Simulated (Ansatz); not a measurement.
Te (trigonal-Te type, space group P3_121), scan of one atom of the cell

Starting cell, Te (trigonal-Te type, space group P3_121):

```
Te
1.0
    4.62355     0.00000     0.00000
   -2.31177     4.00411     0.00000
    0.00000     0.00000     5.90437
Te
3
Cartesian
  1.17181   0.00000   1.96812
 -0.58591   1.01482   3.93625
  1.72587   2.98929   0.00000
```

Scan: atom 2 (Te, nearest neighbour Te at 2.827 Å; its periodic images, 4.6 Å or more away, move with it) is displaced along Cartesian [111], direction (0.577, 0.577, 0.577) in Cartesian axes, by s. The other atoms stay.

The numbers are results of r2SCAN (plane waves to 500 eV, PAW, scalar-relativistic; Ansatz, a program for electronic structure), not measurements. k mesh 7×7×5 (Γ-centred), Fermi-Dirac smearing 0.05 eV. Energies are smeared free energies. Compression counts positive. As the smearing reaches across the gap at some points, energies and forces of such displacements shift with the k mesh and the smearing. F∥ is the force on the atom along that direction. F⊥ is the part of the force across the line. Spin-orbit coupling is left out, though Te is heavy. Te was relaxed with its symmetry unable to fall. The PAW data are Ansatz's earlier set. ΔE is measured from the undisplaced structure.

```csv
s (Å),ΔE (meV/cell),F∥ (eV/Å),P (GPa),|F⊥| (eV/Å)
-0.850,924,2.112,3.4,1.157
-0.680,601,1.705,2.5,0.927
-0.510,344,1.314,1.7,0.695
-0.340,155,0.901,1.0,0.454
-0.170,39,0.460,0.4,0.218
0.000,0,0.000,0.0,0.001
0.170,41,-0.490,-0.3,0.193
0.340,169,-1.011,-0.3,0.359
0.510,383,-1.514,0.0,0.503
0.680,680,-1.968,0.6,0.652
0.850,1050,-2.378,1.7,0.805
```

Read from the data:

| Item | Value |
|---|---|
| Energy at s = 0.850 Å | 1050 meV/cell |
| Force along the line at s = -0.850 Å | 2.11 eV/Å |
| Symmetry of the curve | not even: the positive side lies higher at ±0.850 Å |
| Shape of the curve | a single well with its minimum at or next to zero displacement |
| Force constant k = d²E/ds² at s = 0 (finite differences) | 2.79 eV/Å² |
| Harmonic estimate at the end of the scan | ½ks² = 1008 meV/cell against the computed 1050 meV/cell, so the well is close to harmonic there |

The 11 points together took very roughly 13 core-minutes.

(A displaced cell: forces are minus the slopes of the energy, force constants its curvatures, and phonons follow from these.)
